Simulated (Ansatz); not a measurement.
Clamped-ion strain scan in Sn

Theory: DFT PBEsol, scalar-relativistic, plane waves, PAW (Ansatz). Cutoff 420 eV, Γ-centred 12×12×12 k-points, Gaussian smearing of 0.15 eV. No spin polarisation. Energies are free energies at this smearing, counted from the undisturbed cell; pressure is positive in compression.

Reference structure (as given, not relaxed at this level; it stands at 1.0 GPa):

```xyz
2
Lattice="0.0000 3.2456 3.2456 3.2456 0.0000 3.2456 3.2456 3.2456 0.0000" Properties=species:S:1:pos:R:3 pbc="T T T"
Sn    3.2456    3.2456    3.2456
Sn    4.8684    4.8684    4.8684
```

The cell is strained by ε times the Voigt pattern (1, -1, 0, 0, 0, 0) (xx, yy, zz, yz, xz, xy; engineering shear) with fractional coordinates fixed. The cell is metallic on the mesh throughout.

```
      ε  ΔE (meV/atom) stress summed along the pattern (GPa, tension positive) pressure (GPa)
-0.0200            2.6                                                    -1.20             1.0
-0.0100            0.7                                                    -0.60             1.0
 0.0000            0.0                                                     0.00             1.0
 0.0050            0.2                                                     0.30             1.0
 0.0150            1.5                                                     0.90             1.0
```